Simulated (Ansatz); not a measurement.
# Na₃LiCuPCO₇ — quadrupolar parameters

The cell is a Materials Project structure (computed, not necessarily an observed phase), atoms as given.

Space group P2_1/m (No. 11); a = 5.1593, b = 6.4357, c = 9.8790 Å, β = 90.44°.

```csv
site,Wyckoff,site symmetry,x,y,z
Na1,2e,m,0.7712,0.7500,0.9112
Na2,4f,1,0.2435,0.0167,0.7600
Li,2c,-1,0.0000,0.0000,0.5000
Cu,2e,m,0.7200,0.2500,0.6653
P,2e,m,0.6564,0.7500,0.5922
C,2e,m,0.7321,0.2500,0.9536
O15,2e,m,0.2664,0.7500,0.9138
O16,2e,m,0.5105,0.2500,0.8892
O17,2e,m,0.9505,0.2500,0.8891
O18,4f,1,0.7708,0.9440,0.6695
O20,2e,m,0.2217,0.2500,0.5532
O21,2e,m,0.3578,0.7500,0.5924
```

One atom of each set is listed.

Method: Kohn–Sham DFT in Ansatz, PBE, plane waves and PAW, scalar-relativistic, 420 eV cutoff, Γ-centred 4×3×2 k-points, Fermi–Dirac smearing 0.02 eV.

C_Q = eQV_zz/h, which is 24.18 MHz for Q = 1 b and V_zz = 10²¹ V/m²; η = (V_xx − V_yy)/V_zz.

²³Na: I = 3/2, Q = 104.0 mb; 6Li: I = 1, Q = -0.8080 mb; Cu-63: I = 3/2, Q = -220.0 mb; O-17: I = 5/2, Q = -25.58 mb. Q values from Pyykkö, Mol. Phys. 116, 1328 (2018).

```
site  atoms                                                              first shell  V_zz (10²¹ V/m²)     η  C_Q (MHz)
 Na1      2                                                       6 O at 2.43–2.70 Å              1.72  0.07       4.32
 Na2      4                  7 O at 2.29–2.91 Å; also 1 Li at 2.85 Å, 1 Na at 3.00 Å              0.54  0.53       1.37
  Li      2                                   4 O at 2.04–2.09 Å; also 2 O at 2.61 Å              0.20  0.50     -0.004
  Cu      2                       2 O at 1.99 Å, angle 165°; also 5 O at 2.47–2.82 Å              7.05  0.22      -37.5
   P      2                                                       4 O at 1.54–1.58 Å             -2.07  0.08          –
   C      2                                                       3 O at 1.30–1.31 Å              2.53  0.04          –
 O15      2                  1 C at 1.31 Å, 3 Na at 2.29–2.55 Å; also 1 Na at 2.60 Å             12.22  0.79      -7.56
 O16      2                  1 C at 1.30 Å; also 3 Na at 2.40–2.46 Å, 1 Cu at 2.47 Å             11.89  0.84      -7.35
 O17      2                  1 C at 1.30 Å; also 3 Na at 2.43–2.49 Å, 1 Cu at 2.50 Å             11.80  0.97      -7.30
 O18      4  1 P at 1.58 Å, 1 Cu at 1.99 Å, 1 Li at 2.09 Å; also 3 Na at 2.63–2.91 Å              9.38  0.17      -5.80
 O20      2  1 P at 1.57 Å, 2 Li at 2.04 Å; also 2 Na at 2.54 Å, 2 Cu at 2.79–2.82 Å              8.63  0.06      -5.34
 O21      2       1 P at 1.54 Å; also 2 Na at 2.46 Å, 1 Cu at 2.57 Å, 2 Li at 2.61 Å              8.49  0.16      -5.25
```

At O18 and O20 V_zz points along its shortest bond, to P (within 10°) in each case. At C V_zz stands upright on the plane through its three neighbours (within 1°). At O21 V_zz points along its bond to P (within 2°).

P, C have no stable isotope with a ground-state quadrupole moment in the table, so no C_Q is given.

The largest force is 0.5 eV/Å, so the atoms aren't at the calculated equilibrium and relaxing them would move these values. Semilocal functionals underestimate gradients at Cu(I) with two or three neighbours, in Cu₂O by a fifth to nearly a half. With these PAW files V_zz is typically within 2 to 3 % of all-electron values, but misses above 10 % occur on Li. Where η is near 1 the sign of V_zz means little.
